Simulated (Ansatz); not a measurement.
**Symmetry broken, then relaxed in Pt**

Computed with DFT r2SCAN, scalar-relativistic, plane waves, PAW in Ansatz. Cutoff 500 eV, Γ-centred 16×16×16 k-points, Gaussian smearing of 0.15 eV. Spin–orbit coupling is left out, which can shift energies with elements as heavy as these. No spin polarisation. Energies are free energies at this smearing, counted from the undisturbed cell; pressure is positive in compression.

The undisturbed cell (relaxed at this level; this bcc form isn't the usual structure):

```
Pt
1.0
    -1.56949    1.56949    1.56949
     1.56949   -1.56949    1.56949
     1.56949    1.56949   -1.56949
Pt
1
Cartesian
  0.0000 0.0000 0.0000
```

The cell is strained by (-0.0404, 0.0360, 0.0044, -0.0532, 0.0092, 0.0469) (xx, yy, zz, yz, xz, xy; engineering shear). Cell and atoms are then relaxed.

Task: Does the relaxation return to the undisturbed structure?

Result: No. It ends 100.2 meV/atom below it. The disturbance itself cost 26.8 meV/atom. The final space group reads I4/mmm (tolerance 0.05 Å) and the volume changes by 0.16 %.

Final structure:

```
Pt
1.0
    -1.36117    1.68607    1.68931
     1.35932   -1.68611    1.69086
     1.35254    1.69326   -1.68937
Pt
1
Direct
  0.00000 0.00000 0.00000
```

The relaxation, step by step (energy from the first step; small jumps at an unchanged geometry come where the plane waves are selected anew for the new cell):

| step | ΔE (meV/atom) | largest force component (eV/Å) | pressure (GPa) |
| --- | --- | --- | --- |
| 1 | 0.0 | 0.000 | 2.48 |
| 2 | -55.9 | 0.000 | -0.97 |
| 3 | -97.6 | 0.000 | 0.75 |
| 4 | -114.1 | 0.000 | 3.83 |
| 5 | -122.4 | 0.000 | -4.31 |
| 6 | -126.6 | 0.000 | -0.09 |
| 7 | -126.6 | 0.000 | 0.01 |
| 8 | -126.9 | 0.000 | 0.01 |

Frames along the relaxation (Å, eV/Å):

```xyz
1
Lattice="-1.462 1.547 1.527 1.477 -1.631 1.625 1.536 1.705 -1.611" Properties=species:S:1:pos:R:3:forces:R:3 pbc="T T T" step=1
Pt    0.000    0.000    0.000    0.000    0.000    0.000
1
Lattice="-1.483 1.653 1.594 1.475 -1.651 1.582 1.479 1.655 -1.589" Properties=species:S:1:pos:R:3:forces:R:3 pbc="T T T" step=2
Pt    0.000    0.000    0.000    0.000    0.000    0.000
1
Lattice="-1.429 1.727 1.623 1.422 -1.699 1.584 1.395 1.681 -1.589" Properties=species:S:1:pos:R:3:forces:R:3 pbc="T T T" step=3
Pt    0.000    0.000    0.000    0.000    0.000    0.000
1
Lattice="-1.359 1.779 1.652 1.351 -1.753 1.614 1.319 1.735 -1.618" Properties=species:S:1:pos:R:3:forces:R:3 pbc="T T T" step=4
Pt    0.000    0.000    0.000    0.000    0.000    0.000
1
Lattice="-1.362 1.680 1.703 1.362 -1.689 1.716 1.363 1.704 -1.713" Properties=species:S:1:pos:R:3:forces:R:3 pbc="T T T" step=5
Pt    0.000    0.000    0.000    0.000    0.000    0.000
1
Lattice="-1.362 1.684 1.690 1.360 -1.684 1.692 1.354 1.692 -1.690" Properties=species:S:1:pos:R:3:forces:R:3 pbc="T T T" step=6
Pt    0.000    0.000    0.000    0.000    0.000    0.000
1
Lattice="-1.361 1.686 1.689 1.359 -1.686 1.691 1.353 1.693 -1.689" Properties=species:S:1:pos:R:3:forces:R:3 pbc="T T T" step=7
Pt    0.000    0.000    0.000    0.000    0.000    0.000
1
Lattice="-1.361 1.686 1.689 1.359 -1.686 1.691 1.353 1.693 -1.689" Properties=species:S:1:pos:R:3:forces:R:3 pbc="T T T" step=8
Pt    0.000    0.000    0.000    0.000    0.000    0.000
```